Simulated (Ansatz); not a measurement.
La3In (Cu3Au type, space group No. 221) at seven volumes, DFT-r²SCAN in the program Ansatz with PAW potentials, scaled uniformly. One row is withheld.

| V (Å³/atom) | P (GPa) |
|---|---|
| 29.747 | 4.39 |
| 30.728 | ? |
| 31.709 | 1.25 |
| 32.690 | 0.00 |
| 33.670 | -1.10 |
| 34.651 | -2.04 |
| 35.632 | -2.87 |

Q: Fit the shown pressures and predict the withheld one.

A: P = (3/2)B₀(x^(7/2) − x^(5/2))[1 + (3/4)(B′ − 4)(x − 1)] with x = (V₀/V)^(2/3). Least squares on the six rows gives V₀ = 32.686 Å³/atom, B₀ = 39.1 GPa, B′ = 3.75. At V = 30.728, x = 1.0420 and P = 2.71 GPa. The run itself gave 2.71 GPa.

Space group Pm-3m (Cu3Au type). The workflow started from an entry of the Crystallography Open Database (COD). Its standing as an ambient phase is unchecked. Symmetry was held in the r²SCAN relaxation; whether a distortion lowers the energy is not shown. Spin–orbit coupling is left out wherever it is not named.

Potentials: the later of the program's two PAW sets.
